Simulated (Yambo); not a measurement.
G0W0@PBEsol for BaTiO3 (space group Amm2, No. 38) in Yambo. Reference settings: 4×4×4 Γ-centred k mesh, bands 2 to 128 and a 8 Ry block in the screening, 128 bands in G with the Bruneval-Gonze terminator, plasmon pole fitted at 27.2 eV. The PBEsol gap (-0.5, -0.5, -0.5) → Γ on this mesh is 2.17 eV; G0W0 gaps are taken between the same points.

The settings were changed. The gap went from 3.79 eV to 5.92 eV, and the shift of the valence edge from -0.35 eV to -1.08 eV.

Q: Which change was made?
A) 1 Ry block
B) 52 bands in W, 52 bands in G
C) 84 bands in G, no terminator
D) pole fitted at 40 eV

A: A, 1 Ry block. The others gave (gap, valence shift): pole fitted at 40 eV: 3.81, -0.40 eV; 84 bands in G, no terminator: 3.87, 0.05 eV; 52 bands in W, 52 bands in G: 3.80, -0.14 eV.

Geometry of the Materials Project entry, not relaxed at this level; primitive cell a = 3.9833 Å, b = c = 4.0573 Å, α = 89.75°, β = γ = 90.00°.

This is not the ordinary phase of the substance.

A shift is the quasiparticle energy of the state minus its PBEsol energy.
